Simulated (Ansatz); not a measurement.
This run works on a generated trial structure, not on a known crystal.

Input and command of a plane-wave DFT calculation in Ansatz:

```yaml
crystal:
  lattice:
    - [3.6386183116, 0.0, 0.0]
    - [-1.8193091558, 3.1511358925, 0.0]
    - [0.0, 0.0, 12.132590511]
  atoms:
    - { symbol: Ho, position: [0.0, 0.0, 0.4442592988] }
    - { symbol: Ho, position: [0.0, 0.0, 0.9442592988] }
    - { symbol: Ho, position: [0.3333333333, 0.6666666667, 0.6874748993] }
    - { symbol: Ho, position: [0.6666666667, 0.3333333333, 0.1874748993] }
    - { symbol: O, position: [0.0, 0.0, 0.1285310719] }
    - { symbol: O, position: [0.0, 0.0, 0.6285310719] }
basis:
  ecutwfc: 690
kpoints:
  mp_grid: { grid: [12, 12, 4] }
hamiltonian:
  xc: pbe
  pseudopotentials:
    kind: paw
    azcp: { Ho: "pseudopotentials/pbe/nc/lanthanide_3plus/Ho.nc.azcp" }
scf:
  occupations: { method: gaussian, width: 0.01 }
  n_extra_bands: 15
output:
  forces: true
  stress: true
  eigenvalues: true
  populations: true
  dos: { projected: true, de: 0.02, nscf_kmesh: { grid: [15, 15, 5] } }
  bader: false
  write_density: true
  write_potential: true
  elf: true
  volumetric_format: npy
```

```bash
ansatz run input.yaml --threads 1 --pin off --max-ram 2816MiB --backend cpu --events-out ev --progress --plain --runs-dir out
```

Processor: Arm Neoverse V1, 1 thread, on a host shared with other jobs.

**Question.** Estimate time, memory and problem size.

**Answer.** About 3.6 min, peak memory 0.92 GiB. It solves 43 bands at 57 k points (after reduction by symmetry) with about 5721 plane waves, in 9 SCF iterations.

With its 4f electrons in the core of a norm-conserving potential, the lanthanide is trivalent by construction, without f bands, f moments or other valences.
